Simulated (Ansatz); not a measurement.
**Orbital-resolved density of states of AgB2**

```yaml
crystal:
  lattice:
    - [3.00000, 0.00000, 0.00000]
    - [-1.50000, 2.59808, 0.00000]
    - [0.00000, 0.00000, 3.24000]
  atoms:
    - { symbol: Ag, position: [0.00000, 0.00000, 0.00000] }
    - { symbol: B, position: [0.33333, 0.66667, 0.50000] }
    - { symbol: B, position: [0.66667, 0.33333, 0.50000] }
```

Atom numbers follow the list: Ag1, B2, B3.

The cell comes from COD entry 1509214, which wasn't checked; take it as a given geometry.

Computed with DFT, PBE, all-electron LAPW, scalar-relativistic (Ansatz 0.2.0).

Settings: a Γ-centred 14×14×11 k mesh, Fermi–Dirac smearing of 0.05 eV, basis error target 0.5 meV/atom, no spin polarisation.

States per eV for one atom of each kind, in 0.4 eV bins named by their centres, from the Fermi level, projected on a minimal set of Löwdin-orthogonalised atomic shells; orbitals are real harmonics on the Cartesian axes, equal curves share a column, and empty bins are left out, as is all above 5.4 eV, near the top of the computed bands.

Ag1 4d:

```
# E all dz2 dxz=dyz dx2-y2=dxy
-13.1 0.01 0.00 0.00 0.00
-12.7 0.01 0.00 0.00 0.00
-12.3 0.03 0.00 0.01 0.00
-11.9 0.06 0.00 0.02 0.00
-11.5 0.10 0.01 0.04 0.00
-11.1 0.17 0.01 0.08 0.01
-10.7 0.24 0.01 0.10 0.01
-10.3 0.13 0.01 0.05 0.01
-9.9 0.05 0.00 0.01 0.01
-9.5 0.15 0.01 0.03 0.04
-9.1 0.29 0.02 0.07 0.07
-8.7 0.36 0.03 0.08 0.09
-8.3 0.51 0.07 0.09 0.13
-7.9 0.57 0.12 0.08 0.14
-7.5 1.03 0.23 0.16 0.24
-7.1 2.43 0.67 0.49 0.39
-6.7 3.27 0.87 0.60 0.60
-6.3 2.57 0.28 0.61 0.54
-5.9 1.75 0.06 0.53 0.31
-5.5 1.36 0.02 0.38 0.29
-5.1 1.11 0.02 0.19 0.36
-4.7 1.65 0.50 0.03 0.55
-4.3 1.29 0.67 0.03 0.28
-3.9 0.69 0.39 0.03 0.13
-3.5 1.02 0.57 0.04 0.18
-3.1 0.56 0.24 0.04 0.12
-2.7 0.30 0.08 0.04 0.07
-2.3 0.23 0.03 0.05 0.05
-1.9 0.22 0.01 0.06 0.04
-1.5 0.36 0.01 0.15 0.03
-1.1 0.51 0.00 0.22 0.03
-0.7 0.37 0.00 0.15 0.03
-0.3 0.38 0.00 0.16 0.03
0.1 0.25 0.00 0.11 0.02
0.5 0.09 0.00 0.03 0.01
0.9 0.07 0.00 0.03 0.01
1.3 0.08 0.00 0.02 0.02
1.7 0.07 0.00 0.02 0.02
2.1 0.06 0.00 0.02 0.01
2.5 0.05 0.00 0.02 0.01
2.9 0.05 0.00 0.01 0.01
3.3 0.04 0.00 0.01 0.01
3.7 0.04 0.00 0.01 0.01
4.1 0.04 0.00 0.01 0.01
4.5 0.04 0.00 0.01 0.01
4.9 0.02 0.00 0.01 0.00
```

B2 2p:

```
# E all pz px=py
-13.9 0.01 0.00 0.00
-13.5 0.02 0.00 0.01
-13.1 0.03 0.00 0.01
-12.7 0.05 0.01 0.02
-12.3 0.06 0.01 0.03
-11.9 0.09 0.00 0.04
-11.5 0.10 0.00 0.05
-11.1 0.12 0.00 0.06
-10.7 0.14 0.00 0.07
-10.3 0.08 0.00 0.04
-9.9 0.04 0.00 0.02
-9.5 0.11 0.01 0.05
-9.1 0.18 0.03 0.08
-8.7 0.19 0.05 0.07
-8.3 0.23 0.09 0.07
-7.9 0.20 0.10 0.05
-7.5 0.26 0.09 0.08
-7.1 0.39 0.15 0.12
-6.7 0.52 0.22 0.15
-6.3 0.40 0.18 0.11
-5.9 0.18 0.10 0.04
-5.5 0.07 0.05 0.01
-5.1 0.05 0.02 0.01
-4.7 0.07 0.03 0.02
-4.3 0.12 0.07 0.03
-3.9 0.16 0.08 0.04
-3.5 0.31 0.09 0.11
-3.1 0.27 0.08 0.10
-2.7 0.22 0.06 0.08
-2.3 0.20 0.04 0.08
-1.9 0.20 0.03 0.08
-1.5 0.24 0.02 0.11
-1.1 0.32 0.04 0.14
-0.7 0.38 0.08 0.15
-0.3 0.49 0.09 0.20
0.1 0.43 0.08 0.18
0.5 0.13 0.08 0.03
0.9 0.11 0.10 0.01
1.3 0.13 0.13 0.00
1.7 0.14 0.14 0.00
2.1 0.14 0.14 0.00
2.5 0.15 0.15 0.00
2.9 0.15 0.14 0.00
3.3 0.14 0.14 0.00
3.7 0.15 0.14 0.00
4.1 0.16 0.16 0.00
4.5 0.17 0.17 0.00
4.9 0.15 0.15 0.00
```

Ag1 5s:

```
# E all
-13.9 0.05
-13.5 0.06
-13.1 0.06
-12.7 0.06
-12.3 0.05
-11.9 0.04
-11.5 0.03
-11.1 0.03
-10.7 0.02
-10.3 0.01
-9.5 0.01
-9.1 0.02
-8.7 0.03
-8.3 0.04
-7.9 0.04
-7.5 0.03
-7.1 0.03
-6.7 0.03
-6.3 0.01
-5.9 0.01
-4.7 0.01
-4.3 0.01
-3.9 0.01
-3.5 0.02
-3.1 0.01
-1.1 0.01
-0.7 0.02
-0.3 0.03
0.1 0.02
0.5 0.02
0.9 0.03
1.3 0.07
1.7 0.06
2.1 0.05
2.5 0.04
2.9 0.03
3.3 0.03
3.7 0.04
4.1 0.05
4.5 0.05
4.9 0.05
```

B2 2s:

```
# E all
-13.9 0.04
-13.5 0.05
-13.1 0.07
-12.7 0.09
-12.3 0.14
-11.9 0.15
-11.5 0.14
-11.1 0.15
-10.7 0.15
-10.3 0.08
-9.9 0.03
-9.5 0.08
-9.1 0.09
-8.7 0.07
-8.3 0.06
-7.9 0.04
-7.5 0.03
-7.1 0.03
-6.7 0.03
-6.3 0.01
-5.9 0.01
-4.7 0.01
-4.3 0.02
-3.9 0.02
-3.5 0.04
-3.1 0.03
-2.7 0.03
-2.3 0.02
-1.9 0.03
-1.5 0.07
-1.1 0.12
-0.7 0.07
-0.3 0.06
0.1 0.02
0.5 0.01
0.9 0.01
1.3 0.01
1.7 0.01
2.1 0.01
2.5 0.01
```
